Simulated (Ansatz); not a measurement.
**SnGe, first-principles data**

SnGe:
```
CELL_PARAMETERS angstrom
      3.82490     0.00000     0.00000
     -1.91245     3.31246     0.00000
      0.00000     0.00000     3.71073
ATOMIC_POSITIONS crystal
  Sn 0.00000 0.00000 0.00000
  Ge 0.66667 0.33333 0.50000
```

Space group P-6m2 (No. 187); conventional cell a = b = 3.8249 Å, c = 3.7107 Å, α = β = 90.00°, γ = 120.00°.

Method: DFT-PBEsol in the program Ansatz with PAW potentials. The cell and atoms are relaxed at this level. Other levels are named where they apply.

**Cell and energy**

| Item | Result |
|---|---|
| Volume per atom | 23.51 Å³ |
| Density | 6.76 g/cm³ |
| Formation energy from the elements (no fitted shifts) | 0.18 eV/atom |

**Electronic structure**

| Quantity | Value |
|---|---|
| Electronic character | metallic (no gap) |
| Density of states at the Fermi level | 0.49 states/eV per atom (mean over ±0.08 eV) |

**Mechanics**

| Quantity | Value |
|---|---|
| Elastic constants (relaxed ions, GPa) | C11 = 67.8, C12 = 45.6, C13 = 54.5, C33 = 107, C44 = 32.3 |
| Mechanical stability | stable (all eigenvalues of C positive) |
| Hill bulk and shear moduli | 58.9 and 18.8 GPa |
| Young's modulus | 50.9 GPa |
| Poisson's ratio | 0.36 |
| Debye temperature from the elastic constants | 195 K |

**Phonons**

| Item | Result |
|---|---|
| Highest zone-centre frequency | 141 cm⁻¹ |
| Zone-centre stability | no imaginary mode at Γ |

A made-up cell: these elements were put on the sites of a structure type; neither database checked (COD, Materials Project) lists it. Whether it is the stable phase at ambient conditions was not checked. Symmetry was held in the PBEsol relaxation. As this level gives no gap, shear constants depend on the k-mesh and smearing (Fermi–Dirac, 0.1 eV here). As this level gives no gap, phonon frequencies hold no LO–TO term and depend on the k-mesh and smearing (Fermi–Dirac, 0.1 eV here). On the denser mesh and wider smearing of the elastic run this cell carries a stress of 0.4 GPa. The references are the lowest solids computed at this level, not always the standard phases. Scalar-relativistic: spin–orbit coupling is off unless named, which matters more the heavier the elements.

Potentials: the later of the program's two PAW sets.
